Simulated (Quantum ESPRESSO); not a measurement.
pw.x input (Quantum ESPRESSO 7.5; PBEsol, PseudoDojo standard norm-conserving files, fully relativistic):

```
&CONTROL
  calculation = 'scf'
  pseudo_dir = './pseudo'
  outdir = './out'
  tprnfor = .true.
  tstress = .true.
/
&SYSTEM
  ibrav = 0
  nat = 5
  ntyp = 3
  ecutwfc = 110.0
  ecutrho = 440.0
  occupations = 'smearing'
  smearing = 'fd'
  degauss = 0.002
  nbnd = 38
  noncolin = .true.
  lspinorb = .true.
/
&ELECTRONS
  conv_thr = 5e-10
/
ATOMIC_SPECIES
O 15.9990 O.upf
Al 26.9815 Al.upf
La 138.9055 La.upf
CELL_PARAMETERS angstrom
  3.782950000000   0.000000000000   0.000000000000
  0.000000000000   3.782950000000   0.000000000000
  0.000000000000   0.000000000000   3.782950000000
ATOMIC_POSITIONS crystal
O   0.000000000000   0.500000000000   0.000000000000
O   0.500000000000   0.000000000000   0.000000000000
O   0.000000000000   0.000000000000   0.500000000000
Al   0.000000000000   0.000000000000   0.000000000000
La   0.500000000000   0.500000000000   0.500000000000
K_POINTS automatic
8 8 8 0 0 0
```

End of the output:

```

[...]
     the Fermi energy is    12.1508 ev
!    total energy              =    -174.57171301 Ry
     estimated scf accuracy    <          1.5E-10 Ry
     smearing contrib. (-TS)   =      -0.00000000 Ry
     internal energy E=F+TS    =    -174.57171301 Ry
     The total energy is F=E-TS. E is the sum of the following terms:
     one-electron contribution =      -3.49975803 Ry
     hartree contribution      =      26.32494041 Ry
     xc contribution           =     -44.21346366 Ry
     ewald contribution        =    -153.18343172 Ry
     convergence has been achieved in  13 iterations
     Forces acting on atoms (cartesian axes, Ry/au):
     atom    1 type  1   force =     0.00000000    0.00000000    0.00000000
     atom    2 type  1   force =     0.00000000    0.00000000    0.00000000
     atom    3 type  1   force =     0.00000000    0.00000000    0.00000000
     atom    4 type  2   force =     0.00000000    0.00000000    0.00000000
     atom    5 type  3   force =     0.00000000    0.00000000    0.00000000
     Total force =     0.000000     Total SCF correction =     0.000000
     Computing stress (Cartesian axis) and pressure
          total   stress  (Ry/bohr**3)                   (kbar)     P=      -23.76
  -0.00016151   0.00000000   0.00000000          -23.76        0.00        0.00
   0.00000000  -0.00016151   0.00000000            0.00      -23.76        0.00
   0.00000000   0.00000000  -0.00016151            0.00        0.00      -23.76
```
In a gapped system the printed Fermi energy is only some level inside the gap.

Geometry of the Materials Project entry, not relaxed at this level.
